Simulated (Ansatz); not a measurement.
WC2:
```cif
data_C4W2
_chemical_formula_sum 'W2 C4'
_space_group_name_H-M_alt 'P63/mmc'
_space_group_IT_number 194
_space_group_name_Hall '-P 6c 2c'
_cell_length_a 3.25423
_cell_length_b 3.25423
_cell_length_c 9.10512
_cell_angle_alpha 90.000
_cell_angle_beta 90.000
_cell_angle_gamma 120.000
loop_
_atom_site_label
_atom_site_type_symbol
_atom_site_symmetry_multiplicity
_atom_site_Wyckoff_symbol
_atom_site_fract_x
_atom_site_fract_y
_atom_site_fract_z
_atom_site_occupancy
W1 W 2 c 0.33333 0.66667 0.25000 1
C1 C 4 f 0.66667 0.33333 0.15579 1
```

Relaxed at zero pressure with PBE+D3(BJ) in the plane-wave PAW code Ansatz.

**Question.** The volume is lowered by 3 % and shape and atoms relax at that volume. What pressure results, and how do the axes share the change?

**Answer.** 1.1 GPa; a -0.2 %, b -0.2 %, c -2.7 %; the energy rises by 1 meV/atom.

**Question.** Give the new structure.

**Answer.** 
Space group P6₃/mmc (No. 194); a = b = 3.2484 Å, c = 8.8635 Å, α = β = 90.00°, γ = 120.00°

```csv
atom,site,symmetry,x,y,z
W,2c,-6m2,0.3333,0.6667,0.2500
C,4f,3m.,0.6667,0.3333,0.1531
```

The phase is kept; no other phase was compared at this pressure.

Space group P6_3/mmc. The start of the workflow was typed in or built on a structure type; neither database checked (COD, Materials Project) lists it. Whether it is the stable phase at ambient conditions was not checked. Symmetry was held in the PBE+D3(BJ) relaxation; its stability against distortions is not shown here. The run is not spin-polarised. Its formation energy is positive at this level, so the cell may be metastable or incomplete. Spin–orbit coupling is left out wherever it is not named.

Potentials: the earlier of the program's two PAW sets.
